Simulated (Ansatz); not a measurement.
# CoBr4 (P-43m) at 2 levels of theory

One geometry, relaxed with PBE; plane waves with PAW potentials in Ansatz, scalar-relativistic. Collinear spin, ending at 5.0 μB a primitive cell. Gaps are the least over mesh and band path; pressure is positive in compression.

Space group P-43m (No. 215). a = 6.109 Å, b = 6.109 Å, c = 6.109 Å, α = 90.00°, β = 90.00°, γ = 90.00°
| atom | site | symmetry | x | y | z |
| --- | --- | --- | --- | --- | --- |
| Co | 1a | -43m | 0.0000 | 0.0000 | 0.0000 |
| Br | 4e | .3m | 0.2155 | 0.7845 | 0.7845 |

```csv
level,cutoff (eV),k mesh,gap (eV),pressure (GPa),largest moment (μB)
PBE,420,6×6×6,0.30,0.0,2.69
```

Question: What comes out on the same cell with r2SCAN?

Answer:
| level | cutoff (eV) | k mesh | gap (eV) | pressure (GPa) | largest moment (μB) |
| --- | --- | --- | --- | --- | --- |
| r2SCAN | 500 | 6×6×6 | 0.60 | -0.7 | 2.85 |

The state reached may not be the lowest one. Moments started parallel, and an antiferromagnetic order may lie lower. The cell holds layers, chains or molecules and no dispersion correction was added, so their binding is poorly described.

It was reached by relaxing an invented guess, and it needn't be the stable form of this composition.
